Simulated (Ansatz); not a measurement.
MoRu:
```cif
data_MoRu
_chemical_formula_sum 'Ru1 Mo1'
_space_group_name_H-M_alt 'P4/mmm'
_space_group_IT_number 123
_space_group_name_Hall '-P 4 2'
_cell_length_a 2.77549
_cell_length_b 2.77549
_cell_length_c 3.84331
_cell_angle_alpha 90.000
_cell_angle_beta 90.000
_cell_angle_gamma 90.000
loop_
_atom_site_label
_atom_site_type_symbol
_atom_site_symmetry_multiplicity
_atom_site_Wyckoff_symbol
_atom_site_fract_x
_atom_site_fract_y
_atom_site_fract_z
_atom_site_occupancy
Ru1 Ru 1 a 0.00000 0.00000 0.00000 1
Mo1 Mo 1 d 0.50000 0.50000 0.50000 1
```

Relaxed at zero pressure with PBE in the plane-wave PAW code Ansatz.

### Question
The volume is lowered by 9 % and shape and atoms relax at that volume. What pressure results, and how do the axes share the change?

### Answer
32.4 GPa; a -3.2 %, b -3.2 %, c -2.9 %; the energy rises by 124 meV/atom.

### Question
Give the new structure.

### Answer

Space group P4/mmm (No. 123); a = 2.686 Å, b = 2.686 Å, c = 3.734 Å, α = 90.00°, β = 90.00°, γ = 90.00°

| atom | site | symmetry | x | y | z |
|---|---|---|---|---|---|
| Ru | 1a | 4/mmm | 0.0000 | 0.0000 | 0.0000 |
| Mo | 1d | 4/mmm | 0.5000 | 0.5000 | 0.5000 |

The phase is kept; no other phase was compared at this pressure.

The start of the workflow was typed in or built on a structure type; neither database checked (COD, Materials Project) lists it. Its standing as an ambient phase is unchecked. Symmetry was held in the PBE relaxation; whether a distortion lowers the energy is not shown. No spin polarisation was allowed. Axis ratios of metals converge slowly with the k-mesh, so a and c are less sure than the volume.

Potentials: the earlier of the program's two PAW sets.
